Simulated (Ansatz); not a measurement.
TeW (CsCl type, Pm-3m) under volume change, PBE in the plane-wave PAW code Ansatz, scaled uniformly.

```csv
V (Å³/atom),E − E(relaxed) (meV/atom),P (GPa)
16.938,97.4,20.39
17.497,___,___
18.055,___,___
18.613,0.0,0.00
19.172,8.6,-4.81
19.730,32.6,-8.87
20.289,69.6,-12.27
```

Problem. Complete the blanks.

Solution. 
- 17.497, E − E(relaxed) (meV/atom): 40.7
- 17.497, P (GPa): 12.37
- 18.055, E − E(relaxed) (meV/atom): 9.6
- 18.055, P (GPa): 5.66

Problem. What does a third-order Birch–Murnaghan fit give for V₀, B₀ and B′?

Solution. V₀ = 18.61 Å³/atom, B₀ = 174 GPa, B′ = 4.6.

A made-up cell: these elements were put on the sites of a structure type; neither database checked (COD, Materials Project) lists it. Its standing as an ambient phase is unchecked. The PBE relaxation kept the symmetry of its start; its stability against distortions is not shown here. No spin polarisation was allowed. Scalar-relativistic: spin–orbit coupling is off unless named, which matters more the heavier the elements.

Potentials: the earlier of the program's two PAW sets.
